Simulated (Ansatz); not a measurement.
FeCo (CsCl type)

```xyz
2
Lattice="2.8451 0.0000 0.0000 0.0000 2.8451 0.0000 0.0000 0.0000 2.8451" Properties=species:S:1:pos:R:3 pbc="T T T"
Fe     0.0000     0.0000     0.0000
Co     1.4225     1.4225     1.4225
```

Grid over V/V₀ and (c/a)/(c/a)₀, subscript 0 meaning the relaxed cell; the conventional c axis lies along z; no internal relaxation.

Method: PBE (plane waves to 420 eV, PAW, scalar-relativistic; Ansatz, a program for electronic structure). k mesh 16×16×16 (Γ-centred), Fermi-Dirac smearing 0.05 eV. Compression counts positive. With partly filled bands, the response to shear is sensitive to the k mesh, so small differences along c/a are uncertain. FeCo was relaxed with its symmetry unable to fall. Relaxed FeCo ends ferromagnetic. The magnetic order is the one the run started from; other orders were not tried.

At one point of the scan the stress tensor (GPa) is:

```
    1.8      0.0      0.0
    0.0      1.8      0.0
    0.0      0.0     -3.3
```

Q: Which point is it?
A) V/V₀ = 1.027, (c/a)/(c/a)₀ = 1.053
B) V/V₀ = 1.000, (c/a)/(c/a)₀ = 1.053
C) V/V₀ = 1.040, (c/a)/(c/a)₀ = 1.053
D) V/V₀ = 1.013, (c/a)/(c/a)₀ = 1.027

A: B, V/V₀ = 1.000, (c/a)/(c/a)₀ = 1.053

(Under strain, the slope of the energy per volume gives the stress and its curvature an elastic modulus.)
